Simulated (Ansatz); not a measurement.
Li: one input, then a changed one

The cell is the one relaxed in the Materials Project (mp-135), not relaxed further here; entries there can be hypothetical. The listed cell was then made from it by scaling, straining or moving an atom.

First run: DFT, r2SCAN, PAW with Ansatz's default frozen-core files, scalar-relativistic (Ansatz 0.2.0).

Command: `ansatz run input.yaml --threads 1 --pin off --max-ram 2048MiB --backend cpu --events-out ev --progress --plain --runs-dir out` The run took 4.5 s on 1 thread of Arm Neoverse V1, on a shared host, peak memory 0.31 GiB.

```yaml
crystal:
  lattice:
    - [-1.7533835388, 1.7533835388, 1.7533835388]
    - [1.7533835388, -1.7533835388, 1.7533835388]
    - [1.7533835388, 1.7533835388, -1.7533835388]
  atoms:
    - { symbol: Li, position: [0.0, 0.0, 0.0] }
kpoints:
  mp_grid: { grid: [17, 17, 17] }
scf:
  occupations: { method: fermi_dirac, width: 0.05 }
hamiltonian:
  xc: r2scan
  pseudopotentials: { kind: paw }
output:
  forces: true
  stress: true
  eigenvalues: true
  efg: { contact_densities: true }
  write_density: true
  write_potential: true
  elf: true
  volumetric_format: npy
```

Result: converged; pressure -0.31 GPa; 6 SCF iterations.

The input is then changed:

```diff
@@ -7,9 +7,9 @@
     - { symbol: Li, position: [0.0, 0.0, 0.0] }
 kpoints:
-  mp_grid: { grid: [17, 17, 17] }
+  mp_grid: { grid: [6, 6, 6] }
 scf:
   occupations: { method: fermi_dirac, width: 0.05 }
 hamiltonian:
-  xc: r2scan
+  xc: pbesol
   pseudopotentials: { kind: paw }
 output:
@@ -18,7 +18,3 @@
   eigenvalues: true
   efg: { contact_densities: true }
-  write_density: true
-  write_potential: true
-  elf: true
-  volumetric_format: npy
```

**Question.** Predict the outcome of the changed run.

**Answer.** It converged; pressure -0.65 GPa; 6 SCF iterations. Some of these settings are too coarse for converged properties.
